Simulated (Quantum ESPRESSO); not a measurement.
**Kohn-Sham bands of Ca2AsI (R-3m)**

```
CELL_PARAMETERS angstrom
     -2.19825     3.80748     0.00000
     -4.39650     0.00000     0.00000
     -2.19825     1.26916     7.45085
ATOMIC_POSITIONS crystal
  Ca 0.76872 0.76872 0.69385
  Ca 0.23128 0.23128 0.30615
  As 0.50000 0.50000 0.50000
  I  0.00000 0.00000 0.00000
```

Cell from Materials Project (mp-28554), symmetrised, no further relaxation. COD (Crystallography Open Database) has an entry of this formula and space group (matched by these alone). Computed values, not measurements, from PBEsol: Quantum ESPRESSO (norm-conserving PseudoDojo potentials, cutoff 68 Ry, spinors with spin-orbit coupling) on a Γ-centred 4×4×4 mesh, then Wannier90. Density: 8×8×8 mesh, Gaussian smearing 0.01 Ry.

Problem. List the Kohn-Sham levels between −8 and 4.4 eV relative to the valence-band maximum at the high-symmetry points, as a band run of pw.x on that density gives them (levels within 2 meV counted together).

Solution. 
| point | k (reciprocal lattice) | levels (eV) |
|---|---|---|
| Γ | 0.000 0.000 0.000 | -4.39 (×2), -2.82 (×2), -2.19 (×2), -0.63 (×2), -0.14 (×2), 0.00 (×2), 1.95 (×2), 2.87 (×2), 2.87 (×2), 2.98 (×2), 3.55 (×4), 3.70 (×2), 4.38 (×2) |
| T | 0.000 0.000 0.500 | -3.98 (×2), -2.70 (×2), -2.14 (×2), -1.72 (×2), -0.32 (×2), -0.19 (×2), 2.27 (×2), 3.15 (×4), 3.36 (×2), 3.93 (×2), 3.94 (×2), 4.24 (×2), 4.33 (×2), 4.36 (×2) |
| H_2 | -0.314 -0.628 0.186 | -4.43 (×2), -3.74 (×2), -3.39 (×2), -1.50 (×2), -1.36 (×2), -0.53 (×2), 2.66 (×2), 2.68 (×2), 3.62 (×2), 3.71 (×2), 4.23 (×2), 4.34 (×2) |
| H_0 | -0.372 -0.686 -0.186 | -4.43 (×2), -3.74 (×2), -3.39 (×2), -1.50 (×2), -1.36 (×2), -0.53 (×2), 2.66 (×2), 2.68 (×2), 3.62 (×2), 3.71 (×2), 4.23 (×2), 4.34 (×2) |
| L | 0.000 -0.500 0.000 | -4.59 (×2), -3.58 (×2), -2.82 (×2), -2.15 (×2), -0.84 (×2), -0.39 (×2), 2.05 (×2), 2.83 (×2), 3.53 (×2), 4.20 (×2), 4.37 (×2) |
| S_0 | -0.343 -0.686 -0.343 | -4.42 (×2), -3.75 (×2), -3.39 (×2), -1.49 (×2), -1.39 (×2), -0.54 (×2), 2.61 (×2), 2.91 (×2), 3.48 (×2), 3.72 (×2), 4.18 (×2) |
| S_2 | -0.343 -0.657 0.000 | -4.42 (×2), -3.75 (×2), -3.39 (×2), -1.49 (×2), -1.39 (×2), -0.54 (×2), 2.61 (×2), 2.91 (×2), 3.48 (×2), 3.72 (×2), 4.18 (×2) |
| F | -0.500 -0.500 0.000 | -4.68 (×2), -3.70 (×2), -2.85 (×2), -1.68 (×2), -0.53 (×2), -0.37 (×2), 1.39 (×2), 2.64 (×2), 2.84 (×2), 3.94 (×2) |
